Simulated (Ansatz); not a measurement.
Relaxed-ion elastic tensor of AlGaAs₂ in space group P-4m2 (No. 115; Pearson symbol tP8) in GPa (Voigt order), r²SCAN in the plane-wave PAW code Ansatz; density 4.49 g/cm³, 22.80 Å³ per atom.

|  | 1 | 2 | 3 | 4 | 5 | 6 |
|---|---|---|---|---|---|---|
| 1 | 145 | 25.5 | 52.8 | 0.0 | 0.0 | 0.0 |
| 2 | 25.5 | 145 | 52.8 | 0.0 | 0.0 | 0.0 |
| 3 | 52.8 | 52.8 | 117 | 0.0 | 0.0 | 0.0 |
| 4 | 0.0 | 0.0 | 0.0 | 59.1 | 0.0 | 0.0 |
| 5 | 0.0 | 0.0 | 0.0 | 0.0 | 59.1 | 0.0 |
| 6 | 0.0 | 0.0 | 0.0 | 0.0 | 0.0 | 32.2 |

Question: Is the crystal mechanically stable?

Answer: Yes: the smallest eigenvalue of C is 32.2 GPa.

Question: Work out the Voigt, Reuss and Hill averages.

Answer: K_V = 74.2, K_R = 74.2, K_H = 74.2; G_V = 48.4, G_R = 44.3, G_H = 46.3 GPa.

Question: Give Young's modulus, Poisson's ratio, Pugh's ratio and the universal anisotropy index.

Answer: E = 9KG/(3K + G) = 115 GPa; ν = 0.24; K/G = 1.60 (brittle by the Pugh limit of 1.75); A_U = 5G_V/G_R + K_V/K_R − 6 = 0.46.

Question: Estimate the sound speeds and the Debye temperature.

Answer: v_l = √((K + 4G/3)/ρ) = 5510 m/s, v_t = √(G/ρ) = 3210 m/s, mean 3560 m/s; Θ = (h/k)(3n/4πV)^(1/3) v_m = 374 K.

Question: Solve the Christoffel equation for the three sound speeds along x, y, z.

Answer: Eigenvalues of C_ijkl n_j n_l equal ρv² (piezoelectric stiffening left out). In km/s, slowest first: x 2.68, 3.63, 5.68; y 2.68, 3.63, 5.68; z 3.63, 3.63, 5.10.

Question: How much does each axis shrink under pressure?

Answer: Linear compressibilities β_i = Σ_j S_ij (j = 1 to 3): x 4.5, y 4.5, z 4.5 per TPa.

The start of the workflow was typed in or built on a structure type; neither database checked (COD, Materials Project) lists it. Its standing as an ambient phase is unchecked. Symmetry was held in the r²SCAN relaxation; its stability against distortions is not shown here.

Potentials: the earlier of the program's two PAW sets.
